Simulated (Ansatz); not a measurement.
ZnS — core-electron binding energies

Cell: a computed structure from the Materials Project (it need not be an observed phase), repeated to a supercell; a hole's nearest image is 6.6 Å away.

Space group P6_3mc (No. 186); a = 3.8090, c = 12.4526 Å, γ = 120.00°.

```csv
site,Wyckoff,site symmetry,x,y,z
Zn1,2b,3m.,0.6667,0.3333,0.2501
Zn7,2a,3m.,0.0000,0.0000,0.5000
S13,2b,3m.,0.6667,0.3333,0.0623
S19,2a,3m.,0.0000,0.0000,0.3127
```

One atom of each set is listed; the run and its k-mesh use a cell of 24 atoms with edges of 6.60, 6.60, 12.45 Å.

The numbers come from a DFT calculation in Ansatz (PBE, plane waves and PAW, scalar-relativistic, 420 eV cutoff, Γ-centred 4×4×2 k-points, fixed occupations).

Each value is a total-energy difference between the cell with one core hole and the ground state (ΔSCF), counted from the top of the valence band. The cell with the hole is spin-polarised, as the shell with the hole is left with one unpaired spin. The periodic images are corrected with the calculated ε∞ = 5.85, 5.85, 5.92.

(1) Give the Zn 2p, S 2p lines of each distinct site.

The program doubts some values: the hole's higher moments are large. Shifts between sites are good to a few tenths of an eV; absolute PBE values can be off by an eV or more. Multiplets, satellites and widths aren't calculated.

Answers

(1) 

```csv
line,atom,first shell,E_B (eV),shift from the lowest of its kind (eV),j = l + ½ / j = l − ½ (eV)
Zn 2p,1,4 S at 2.33–2.34 Å,1025.0,0.08,1017.2 / 1040.6
Zn 2p,7,4 S at 2.33 Å,1025.0,0.00,1017.2 / 1040.5
S 2p,13,4 Zn at 2.33–2.34 Å,161.2,0.04,160.8 / 162.0
S 2p,19,4 Zn at 2.33 Å,161.1,0.00,160.7 / 161.9
```

For p, d and f shells E_B is the weighted mean of the two lines, whose splitting comes from the free atom's Dirac orbitals.
